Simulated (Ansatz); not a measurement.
MnSi:
```
CELL_PARAMETERS angstrom
      4.55600     0.00000     0.00000
      0.00000     4.55600     0.00000
      0.00000     0.00000     4.55600
ATOMIC_POSITIONS crystal
  Mn 0.13907 0.13907 0.13907
  Mn 0.36093 0.86093 0.63907
  Mn 0.63907 0.36093 0.86093
  Mn 0.86093 0.63907 0.36093
  Si 0.84529 0.84529 0.84529
  Si 0.65471 0.15471 0.34529
  Si 0.34529 0.65471 0.15471
  Si 0.15471 0.34529 0.65471
```
Starting moments (μB, in the order of the atoms Mn Mn Mn Mn Si Si Si Si): 2.3 2.3 2.3 2.3 -0.3 -0.3 -0.3 -0.3.

Relaxed with r²SCAN.

**Question.** Which orbitals make up the states near the Fermi level in r²SCAN (plane waves, PAW; program Ansatz)?

**Answer.** Within 0.5 eV of the Fermi level: Mn 3d 82 %, Si 3p 12 %. Projections are on Löwdin-orthogonalised atomic valence shells; empty p or d shells of many metals are not among them.

**Question.** Tabulate the density of states.

**Answer.** States/eV per cell of 8 atoms, in 0.25 eV bins, energy from the Fermi level.

```
E (eV)  total  Mn 3d  Si 3p  Si 3s
------  -----  -----  -----  -----
-7.85    1.22   0.28   0.30   0.57
-7.60    1.29   0.33   0.29   0.60
-7.35    1.70   0.47   0.34   0.78
-7.10    1.23   0.21   0.55   0.33
-6.85    1.25   0.19   0.81   0.08
-6.60    1.44   0.28   0.89   0.11
-6.35    2.25   0.58   1.33   0.15
-6.10    2.82   0.75   1.64   0.19
-5.85    3.00   0.85   1.68   0.22
-5.60    2.56   0.79   1.37   0.19
-5.35    2.53   0.70   1.45   0.17
-5.10    3.77   1.38   1.93   0.19
-4.85    3.48   1.31   1.76   0.19
-4.60    3.83   1.55   1.80   0.25
-4.35    4.25   2.05   1.74   0.25
-4.10    4.68   2.46   1.78   0.22
-3.85    4.43   2.64   1.45   0.16
-3.60    5.60   3.63   1.52   0.21
-3.35    5.63   3.81   1.37   0.20
-3.10   10.46   8.04   1.66   0.22
-2.85    8.68   5.93   2.05   0.20
-2.60    6.48   4.49   1.44   0.18
-2.35    6.54   4.38   1.57   0.21
-2.10    8.12   6.20   1.39   0.14
-1.85    8.85   7.25   1.03   0.11
-1.60   11.02   8.88   1.38   0.10
-1.35    7.60   6.54   0.63   0.09
-1.10    5.84   4.58   0.82   0.09
-0.85    4.88   3.91   0.65   0.06
-0.60    6.01   4.95   0.73   0.08
-0.35    5.32   4.28   0.75   0.10
-0.10    2.18   1.80   0.25   0.03
0.15     2.10   1.75   0.23   0.04
0.40     4.00   3.33   0.41   0.08
0.65     5.39   4.27   0.71   0.14
0.90     4.79   3.81   0.62   0.11
1.15     4.51   3.73   0.47   0.11
1.40     5.87   4.76   0.55   0.31
1.65     4.85   3.96   0.40   0.25
1.90     2.85   1.76   0.58   0.36
2.15     8.02   6.48   0.87   0.43
2.40     3.56   2.03   0.86   0.43
2.65     2.48   1.19   0.73   0.36
2.90     4.88   2.91   1.19   0.44
3.15     3.48   1.44   1.17   0.41
3.40     2.80   1.01   1.01   0.36
3.65     2.88   1.28   0.82   0.46
3.90     5.70   2.50   1.50   1.03
4.15     5.03   1.89   1.55   0.84
4.40     3.83   1.11   1.42   0.50
4.65     5.55   1.77   1.97   0.61
```

Space group P2_13. The r²SCAN relaxation kept the symmetry of its start. Magnetic state: ferromagnetic, chosen from 4 collinear starts compared on coarse meshes (ties went to the first, and starts can fall back to one state), not a proven ground state. Textbook magnetic order: helical. Other orbital occupations within this spin state were not tried. For itinerant 3d metals, meta-GGAs of the SCAN family and hybrids are commonly reported to give too large moments.

Potentials: the later of the program's two PAW sets.
